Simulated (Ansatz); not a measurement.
Here is the system:

Sc2AlC:
```cif
data_C2Al2Sc4
_chemical_formula_sum 'Sc4 Al2 C2'
_space_group_name_H-M_alt 'P63/mmc'
_space_group_IT_number 194
_space_group_name_Hall '-P 6c 2c'
_cell_length_a 3.25899
_cell_length_b 3.25899
_cell_length_c 14.93990
_cell_angle_alpha 90.000
_cell_angle_beta 90.000
_cell_angle_gamma 120.000
loop_
_atom_site_label
_atom_site_type_symbol
_atom_site_symmetry_multiplicity
_atom_site_Wyckoff_symbol
_atom_site_fract_x
_atom_site_fract_y
_atom_site_fract_z
_atom_site_occupancy
Sc1 Sc 4 f 0.33333 0.66667 0.08259 1
Al1 Al 2 d 0.66667 0.33333 0.25000 1
C1 C 2 a 0.00000 0.00000 0.00000 1
```

This is the PBEsol-relaxed structure.

Task: All from PBEsol (plane waves, PAW; program Ansatz), unless another level is named. Predict the electronic character.

Result: metallic (no gap).

Task: Next, the formation energy from the elements (no fitted shifts)?

Result: -0.46 eV/atom.

Task: And the density of states at the Fermi level?

Result: 0.47 states/eV per atom (mean over ±0.08 eV).

Space group P6_3/mmc. The first step of the workflow began from a Materials Project structure, measured or hypothetical; the Crystallography Open Database copy checked does not list it. Its standing as an ambient phase is unchecked. The cell was relaxed with PBEsol under the symmetry of its start; of distortions, only those at the zone centre were tested. The run is not spin-polarised. The references are the lowest solids computed at this level, not always the standard phases.

Potentials: the later of the program's two PAW sets.
